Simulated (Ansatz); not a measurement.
**Electric field gradients in NbReSi**

Theory: DFT LDA, scalar-relativistic, plane waves, PAW (Ansatz). Plane waves to 420 eV; Γ-centred k mesh 6×6×12; Fermi-Dirac smearing of 0.15 eV. No spin polarisation.

The cell, relaxed at this level:
```yaml
crystal:
  lattice:
    - [6.78502, 0.00000, 0.00000]
    - [-3.39251, 5.87600, 0.00000]
    - [0.00000, 0.00000, 3.25609]
  atoms:
    - { symbol: Nb, position: [0.40174, 0.40174, 0.50000] }
    - { symbol: Nb, position: [0.59826, 0.00000, 0.50000] }
    - { symbol: Nb, position: [0.00000, 0.59826, 0.50000] }
    - { symbol: Si, position: [0.66667, 0.33333, 0.00000] }
    - { symbol: Si, position: [0.33333, 0.66667, 0.00000] }
    - { symbol: Si, position: [0.00000, 0.00000, 0.50000] }
    - { symbol: Re, position: [0.74075, 0.74075, 0.00000] }
    - { symbol: Re, position: [0.25925, 0.00000, 0.00000] }
    - { symbol: Re, position: [0.00000, 0.25925, 0.00000] }
```

In a metal these results depend on the k mesh and the smearing. Spin–orbit coupling is left out, which matters for gradients at heavy nuclei.

Question: Give V_zz (10²¹ V/m²) and the asymmetry η at each distinct site.

Answer:
| atom | V_zz | η |
| --- | --- | --- |
| Nb (atom 1) | 8.41 | 0.00 |
| Si (atom 4) | 1.58 | 0.00 |
| Si (atom 6) | -0.656 | 0.00 |
| Re (atom 7) | 17.40 | 0.15 |

Whether NbReSi exists in this form wasn't checked.

Cost: 1 run of about 0.48 core-minutes, on Intel Xeon Platinum 8488C (Sapphire Rapids) (shared hosts).